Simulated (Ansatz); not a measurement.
CdO:
```yaml
crystal:
  lattice:
    - [3.25522, 0.00000, 0.00000]
    - [-1.62761, 2.81910, 0.00000]
    - [0.00000, 0.00000, 2.97878]
  atoms:
    - { symbol: Cd, position: [0.00000, 0.00000, 0.00000] }
    - { symbol: O, position: [0.66667, 0.33333, 0.50000] }
```

Relaxed with PBE. Special points in fractions of this cell's reciprocal vectors: Γ (0.000, 0.000, 0.000); M (0.500, 0.000, 0.000); K (0.333, 0.333, 0.000); A (0.000, 0.000, 0.500); L (0.500, 0.000, 0.500); H (0.333, 0.333, 0.500).

### Question
List the band energies nearest the Fermi level at these points for PBE in the plane-wave PAW code Ansatz.

### Answer
In eV from the Fermi level; about four levels below and three above (degenerate sets whole), none deeper than 8.9 eV; … stands for higher levels left out; points with the same levels are listed once.

```
k                          below   above
-  -----------------------------  ------
Γ        -1.18 -0.90 -0.51 -0.51       …
M        -6.30 -3.99 -1.64 -0.14  4.09 …
K        -6.32 -3.56 -3.24 -0.01  6.49 …
A  -6.82 -6.82 -4.19 -0.37 -0.37  5.13 …
L        -5.94 -2.87 -2.57 -0.10  3.84 …
H        -5.97 -2.65 -2.26 -0.45  5.24 …
```

Space group P-6m2. The cell is a constructed one: a structure type filled with these elements; neither database checked (COD, Materials Project) lists it. It is not the phase usual at ambient conditions (space group No. 225). Symmetry was held in the PBE relaxation; whether a distortion lowers the energy is not shown. Scalar-relativistic: spin–orbit coupling is off unless named, which matters more the heavier the elements.

Potentials: the later of the program's two PAW sets.
